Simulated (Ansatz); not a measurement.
## Ansatz run, LiIn₂Te₄

input.yaml (Ansatz 0.2.0)

```yaml
crystal:
  lattice:
    - [7.314448, 0.904313, 1.087571]
    - [0.711874, 7.492886, -0.706091]
    - [-0.037623, 0.355896, 7.444009]
  atoms:
    - { symbol: Te, position: [0.409403, 0.640474, 0.962907] }
    - { symbol: Te, position: [0.610778, 0.051232, 0.280629] }
    - { symbol: Te, position: [0.9525, 0.243912, 0.469534] }
    - { symbol: Te, position: [0.250134, 0.420805, 0.263157] }
    - { symbol: Li, position: [0.899807, 0.704346, 0.389441] }
    - { symbol: Li, position: [0.388355, 0.245238, 0.885469] }
    - { symbol: Te, position: [0.992496, 0.938882, 0.726347] }
    - { symbol: Te, position: [0.960746, 0.306329, 0.940906] }
    - { symbol: Te, position: [0.800143, 0.719825, 0.00692] }
    - { symbol: Te, position: [0.653988, 0.456253, 0.270692] }
    - { symbol: In, position: [0.172336, 0.530476, 0.6775] }
    - { symbol: In, position: [0.336804, 0.795124, 0.411033] }
    - { symbol: In, position: [0.073076, 0.952163, 0.133523] }
    - { symbol: In, position: [0.591076, 0.882283, 0.694774] }
kpoints:
  mp_grid: { grid: [3, 3, 3], shift: [0.0, 0.0, 0.5] }
magnetization:
  spin_polarized: false
scf:
  occupations: { method: fermi_dirac }
  lower_state_search: "off"
  max_iter: 200
hamiltonian:
  pseudopotentials: { kind: paw }
  xc: mr2scan
basis:
  ecutwfc: 500
  fft_grid_basis: typed
output:
  forces: true
  stress: true
  eigenvalues: true
  populations: true
  elf: true
  write_potential: true
  volumetric_format: npy
  dos:
    e_range: [-12, 8]
    de: 0.05
    projected: { site_lists: { In: [In], Li: [Li], Te: [Te] } }
checkpoint:
  read: saved_state
```

The saved state is an earlier solution for the same cell, perhaps on another mesh. 

Output (shortened):

```
SCF iter   1: F=-78815.7470 eV  Δρ=4.83e-4  dr2=2.00e-3  dr2_τ=1.02e-4
SCF iter   2: F=-78815.7479 eV  Δρ=2.97e-4  dr2=5.97e-4  dr2_τ=1.82e-5
SCF iter   3: F=-78815.7482 eV  Δρ=9.12e-5  dr2=5.70e-5  dr2_τ=2.51e-6
SCF iter   4: F=-78815.7483 eV  Δρ=1.86e-5  dr2=2.24e-6  dr2_τ=6.72e-8
SCF iter   5: F=-78815.7483 eV  Δρ=7.55e-6  dr2=3.28e-7  dr2_τ=1.67e-8
SCF iter   6: F=-78815.7483 eV  Δρ=1.98e-6  dr2=2.02e-8  dr2_τ=1.09e-9
Free energy (F): -78815.7483 eV
Harris-Foulkes:  -78815.7483 eV  (|F-HF|=9.91e-9)
Internal energy: -78815.5345 eV  (E = F + TS)
E sigma→0 (E₀):  -78815.6414 eV
Entropy (-TS):   -0.2139 eV (-15.277 meV/atom)
Fermi energy:    8.7790 eV
--- Per-component energies (eV) ---
  E_band       = -2560.0604
  E_kinetic    = 2456.4254
  E_local      = -16377.8193  (includes V_loc(G=0)·N_el)
  E_nonlocal   = -1083.6566
  E_hartree    = 9051.6165
  E_xc         = -1751.4523
  E_vxc        = -1358.2344  (∫ρ·V_xc dr)
  E_paw        = -54256.2335  (= ΣΔE_a)
  E_vpaw       = -4387.3391  (= ΣTr[D̂ρ^β])
  E_aug_tail   = -0.0005  (compensation charges beyond the density's cutoff)
  E_vtau       = 87.3337  (kinetic-family band-sum trace: ∫τ·v_τ [+ j·A + Jᵃ·Aᵃ] dr)
  E_ewald      = -16860.5551
  E_core_change = 6.1410  (= ΣΔE_core)
  E_smearing   = -0.2139  (= −TS)
--- Forces (eV/Å), atoms counted from 1 ---
  atom   1  Te    -0.3253    -0.8598    -0.7549
  atom   2  Te    -0.0109    -0.6949     0.1245
  atom   3  Te     0.0431     0.8374    -0.2035
  atom   4  Te    -1.3489    -0.0815    -0.0958
  atom   5  Li     0.0550    -0.0769    -0.2182
  atom   6  Li    -0.0951     0.1648     0.2361
  atom   7  Te    -0.0423    -0.5599    -0.8298
  atom   8  Te     0.6047    -0.1802    -0.0506
  atom   9  Te     0.7016     0.3396     0.8202
  atom  10  Te     0.5096     0.2076     0.8131
  atom  11  In     0.0121    -0.2226     0.3106
  atom  12  In     0.2074     0.5474    -0.2908
  atom  13  In    -0.0578     0.2358     0.3073
  atom  14  In    -0.2530     0.3432    -0.1681
--- Stress (GPa, compression-positive) ---
        4.0052       0.3102      -0.5323
        0.3102       3.7690      -0.2328
       -0.5323      -0.2328       4.0106
  P = ⅓ Tr σ = 3.9283 GPa (39.283 kbar)
--- Löwdin populations: 14 sites ---
  site symbol       q [e]
     0     Te     16.0550
     1     Te     16.1352
     2     Te     15.9723
     3     Te     16.0263
     4     Li      2.3473
     5     Li      2.3598
     6     Te     15.8720
     7     Te     16.0380
     8     Te     15.8463
     9     Te     15.8988
    10     In     13.1969
    11     In     13.1177
    12     In     13.1668
    13     In     13.2520
  spilling = 0.0038 (of n_electrons = 186.0000)
```

Origin: a disordered cell, so it need not be a known compound. Caveats: m-r2SCAN is r2SCAN with a changed spin dependence that lowers moments.
